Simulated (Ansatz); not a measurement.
AlSn$_{4}$Se$_{8}$ in space group P-3m1 (No. 164; Pearson symbol hP13) under volume change, DFT-r²SCAN+D4 in the program Ansatz with PAW potentials, shape and atoms relaxed at each volume.

| V (Å³/atom) | E − E(relaxed) (meV/atom) | P (GPa) |
|---|---|---|
| 23.076 | 29.7 | 4.68 |
| 23.837 | 12.2 | 2.77 |
| 24.597 | 2.8 | 1.24 |
| 25.358 | 0.0 | 0.00 |
| 26.119 | 2.5 | -1.03 |
| 26.880 | 9.5 | -1.86 |

**Question.** What does a third-order Birch–Murnaghan fit give for V₀, B₀ and B′?

**Answer.** V₀ = 25.35 Å³/atom, B₀ = 37.7 GPa, B′ = 5.9.

A made-up cell: these elements were put on the sites of a structure type; neither database checked (COD, Materials Project) lists it. Its standing as an ambient phase is unchecked. The cell was relaxed with r²SCAN+D4 under the symmetry of its start; its stability against distortions is not shown here. Spin–orbit coupling is left out wherever it is not named.

Potentials: the later of the program's two PAW sets.
